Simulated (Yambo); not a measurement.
SiO₂ (space group P6_222, No. 180): how the kernel and the scissor change the optical response along x (Yambo; 6×6×4 mesh, 95 bands, 3 Ry local-field block, 0.2 eV broadening). Axes are Cartesian, with cell vectors (Å) (5.06, 0.00, 0.00), (-2.53, 4.38, 0.00), (0.00, 0.00, 5.54).

```csv
level,ε(0),highest point of Im ε up to 20 eV
independent particles on LDA bands,2.46,9.62 eV
RPA with local fields on LDA bands,2.30,9.62 eV
RPA with local fields on LDA bands shifted by a G0W0 scissor of 3.14 eV,2.06,12.88 eV
TDDFT with the adiabatic LDA kernel on LDA bands,2.37,9.62 eV
```

Energies lie on a grid of 0.125 eV.

Electronic response only. Convergence of the RPA response with its 6×6×4 mesh was not tested. The scissor comes from a G0W0 run whose convergence isn't established.

Geometry of the Materials Project entry, not relaxed at this level; primitive cell a = b = 5.061 Å, c = 5.540 Å, α = β = 90.00°, γ = 120.00°.

This is not the ordinary phase of the substance.
